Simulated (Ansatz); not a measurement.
KTaO3:
```
CELL_PARAMETERS angstrom
      3.98527     0.00000     0.00000
      0.00000     3.98527     0.00000
      0.00000     0.00000     3.98527
ATOMIC_POSITIONS crystal
  K  0.50000 0.50000 0.50000
  Ta 0.00000 0.00000 0.00000
  O  0.00000 0.50000 0.00000
  O  0.50000 0.00000 0.00000
  O  0.00000 0.00000 0.50000
```

Relaxed with HSE06.

Question: Give the Bader charges and basin volumes of the independent atoms, plane-wave PAW HSE06 (Ansatz code).

Answer: 

```csv
atom,Bader charge (e),Bader volume (Å³)
K1,+0.84,15.4
Ta2,+3.10,8.9
O3,-1.31,13.0
```

Space group Pm-3m (cubic perovskite). The HSE06 relaxation kept the symmetry of its start. No spin polarisation was allowed. Spin–orbit coupling is left out wherever it is not named.

Potentials: the earlier of the program's two PAW sets. The files were generated under PBE; for other functionals the program regenerates the frozen cores, and for LDA and PBEsol the local potential too.
